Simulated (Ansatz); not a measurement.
Data:

LaNi₂Ge₂:
```cif
data_Ge4La2Ni4
_chemical_formula_sum 'La2 Ni4 Ge4'
_space_group_name_H-M_alt 'I4/mmm'
_space_group_IT_number 139
_space_group_name_Hall '-I 4 2'
_cell_length_a 4.18327
_cell_length_b 4.18327
_cell_length_c 9.90245
_cell_angle_alpha 90.000
_cell_angle_beta 90.000
_cell_angle_gamma 90.000
loop_
_atom_site_label
_atom_site_type_symbol
_atom_site_symmetry_multiplicity
_atom_site_Wyckoff_symbol
_atom_site_fract_x
_atom_site_fract_y
_atom_site_fract_z
_atom_site_occupancy
La1 La 2 a 0.00000 0.00000 0.00000 1
Ni1 Ni 4 d 0.00000 0.50000 0.25000 1
Ge1 Ge 4 e 0.00000 0.00000 0.36367 1
```
(The calculation used a cell of 5 atoms; values per cell refer to that cell.)

This is the r²SCAN-relaxed structure.

**Question.** All from r²SCAN in the plane-wave PAW code Ansatz, unless another level is named. Estimate the electronic character.

**Answer.** metallic (no gap).

**Question.** Next, the formation energy from the elements (no fitted shifts)?

**Answer.** -0.70 eV/atom.

**Question.** And the density of states at the Fermi level?

**Answer.** 0.81 states/eV per atom (mean over ±0.08 eV).

The workflow started from a Materials Project entry (that database holds measured and hypothetical structures alike); the Crystallography Open Database copy checked does not list it. Whether it is the stable phase at ambient conditions was not checked. The cell was relaxed with r²SCAN under the symmetry of its start; its stability against distortions is not shown here. No spin polarisation was allowed. The references are the lowest solids computed at this level, not always the standard phases. Spin–orbit coupling is left out wherever it is not named.

Potentials: the later of the program's two PAW sets.
